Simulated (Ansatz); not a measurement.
# Ionic part of the dielectric constant of LiCl at 50 GPa, mode by mode

Computed with DFT LDA, scalar-relativistic, plane waves, PAW in Ansatz. Plane waves to 420 eV; Γ-centred k mesh 10×10×10; fixed occupations. No spin polarisation. Phonons by linear response, acoustic sum rule imposed.

The structure is cubic, space group Fm-3m (No. 225). Conventional cell: a = 4.264 Å, b = 4.264 Å, c = 4.264 Å, α = 90.00°, β = 90.00°, γ = 90.00°. Li (site symmetry m-3m) is surrounded by 6 Cl at 2.13 Å. Cl (site symmetry m-3m) is surrounded by 6 Li at 2.13 Å.

Other phases may be more stable at this pressure.

The primitive cell has V = 19.38 Å³ and ε∞,yy = 4.133. Each polar mode adds Δε = (4.92064×10⁷/V)·S/ν² along y, with S its oscillator strength in e²/amu, ν in cm⁻¹ and V in Å³.

Problem. From these modes, find each Δε and ε0,yy.
```tsv
ν (cm⁻¹)	S_yy (e²/amu)
570.5	0.1822
```

Solution.
```json
{"ν (cm⁻¹)": "570.5", "Δε": "1.42"}
```

The sum is 1.421, so ε0,yy = 5.55; the run's tensor has 5.55.

Problem. Where do the longitudinal modes lie for a wave vector along y?

Solution. At 661 cm⁻¹. The Lyddane–Sachs–Teller product Π(ν_LO/ν_TO)² = 1.34 matches ε0/ε∞ = 1.34.